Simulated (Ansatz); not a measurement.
BaTiO3 (cubic perovskite, Pm-3m) under volume change, DFT-r²SCAN in the program Ansatz with PAW potentials, scaled uniformly.

```json
[
 {"V (Å³/atom)": "11.596", "E − E(relaxed) (meV/atom)": "69.1", "P (GPa)": "21.03"},
 {"V (Å³/atom)": "11.979", "E − E(relaxed) (meV/atom)": "28.9", "P (GPa)": "12.84"},
 {"V (Å³/atom)": "12.361", "E − E(relaxed) (meV/atom)": "6.8", "P (GPa)": "5.89"},
 {"V (Å³/atom)": "12.743", "E − E(relaxed) (meV/atom)": "0.0", "P (GPa)": "0.00"},
 {"V (Å³/atom)": "13.125", "E − E(relaxed) (meV/atom)": "6.1", "P (GPa)": "-5.01"},
 {"V (Å³/atom)": "13.508", "E − E(relaxed) (meV/atom)": "23.3", "P (GPa)": "-9.25"},
 {"V (Å³/atom)": "13.890", "E − E(relaxed) (meV/atom)": "49.8", "P (GPa)": "-12.85"}
]
```

Question: What does a third-order Birch–Murnaghan fit give for V₀, B₀ and B′?

Answer: V₀ = 12.74 Å³/atom, B₀ = 181 GPa, B′ = 4.5.

This is a known high-temperature phase of the composition, computed here at zero pressure and temperature. The cell was relaxed with r²SCAN under the symmetry of its start; its stability against distortions is not shown here. The run is not spin-polarised. Spin–orbit coupling is left out wherever it is not named.

Potentials: the later of the program's two PAW sets.
